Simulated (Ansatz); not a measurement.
Map of one atom of the cell for InSb (zinc blende)

InSb (zinc blende)

```
InSb
1.0
    0.00000     6.51915     6.51915
    3.25957     0.00000     3.25957
    3.25957     3.25957     0.00000
Sb In
2 2
Cartesian
  4.88936   4.88936   4.88936
  4.88936   8.14894   8.14894
  0.00000   0.00000   0.00000
  0.00000   3.25957   3.25957
```

Two-dimensional scan of atom 3 (In, nearest neighbour Sb at 2.823 Å; its periodic images, 4.6 Å or more away, move with it): u runs along (1.000, 0.000, 0.000), v along (0.000, 0.000, 1.000) (Cartesian). Cell and other atoms are fixed.

These are PBEsol (plane waves to 420 eV, PAW, scalar-relativistic; Ansatz, a program for electronic structure) values and carry that method's errors. k mesh 5×10×10 (Γ-centred), Fermi-Dirac smearing 0.05 eV. E stands for the smeared free energy. Points where atoms come too close for the PAW data are left out (x in tables, blank in figures). With partly filled bands, energies and forces of such displacements shift with the k mesh and the smearing. Fu and Fv are the components of the force on the atom. At this level the bands of InSb touch or barely overlap; measurements give the solid a gap. InSb was relaxed with its symmetry unable to fall. Spin-orbit coupling is left out, though Sb is heavy. ΔE is measured from the undisplaced structure. Axes are in Å.

ΔE (meV/cell), with u across and v down:

| v \ u | -0.710 | -0.355 | 0.000 | 0.355 | 0.710 |
|---|---|---|---|---|---|
| -0.710 | x | 2175 | 1496 | 2303 | x |
| -0.355 | 2114 | 861 | 412 | 943 | 2303 |
| 0.000 | 1457 | 407 | 0 | 412 | 1496 |
| 0.355 | 2358 | 961 | 407 | 861 | 2175 |
| 0.710 | x | 2358 | 1457 | 2114 | x |

Fu (eV/Å), with u across and v down:

```tsv
v \ u	-0.710	-0.355	0.000	0.355	0.710
-0.710	x	3.91	-0.17	-4.32	x
-0.355	4.28	2.55	-0.11	-2.82	-4.57
0.000	3.52	2.20	0.00	-2.25	-3.65
0.355	4.74	2.90	0.14	-2.63	-4.54
0.710	x	4.66	0.34	-3.97	x
```

Key numbers:

* **Lowest place on the grid**: u = 0.000 Å, v = 0.000 Å (0 meV/cell)

(For displaced atoms, the force is minus the slope of the energy, and its curvature is a force constant, which sets phonon frequencies.)
